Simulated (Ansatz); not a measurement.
Method: DFT PBE, scalar-relativistic, plane waves, PAW (Ansatz 0.2.0). Settings: cutoff 420 eV, Γ-centred meshes spaced at most about 0.3 Å⁻¹, and about 0.25 Å⁻¹ or finer for metals (2π included), Gaussian smearing. No spin polarisation in the final relaxations.

Temperature and zero-point effects are left out. All come from trial cells, and lower structures may exist.

Task: Which of these relaxed structures of KRb2 is the lowest in energy?
A. Space group R-3m (No. 166), trigonal, a = 4.965 Å, c = 36.112 Å. K is surrounded by 6 Rb at 4.87 Å and 6 K at 4.96 Å; Rb has 3 K at 4.87 Å and 9 Rb at 4.96–5.06 Å.
B. Space group P-6m2 (No. 187), hexagonal, a = 4.896 Å, c = 12.519 Å. K is surrounded by 6 Rb at 4.86 Å and 6 K at 4.90 Å; Rb is surrounded by 7 Rb at 4.62–4.90 Å and 3 K at 4.86 Å.
C. Space group I4/mmm (No. 139), tetragonal, a = 7.616 Å, c = 10.438 Å. K has 8 Rb at 4.62 Å; Rb is surrounded by 4 K at 4.62 Å and 6 Rb at 5.22–5.39 Å.

Result: A. It has space group R-3m (No. 166); the next, B, with space group P-6m2 (No. 187), lies 16 meV/atom higher. Counting all near atoms (those within 1.25 times the shortest distance at each site), the lowest has K 12, Rb 12 and the next has K 12, Rb 10.

Cells relaxed within their symmetry can be saddle points. Some types were kept out of the candidates beforehand, so the set may lack a known form.
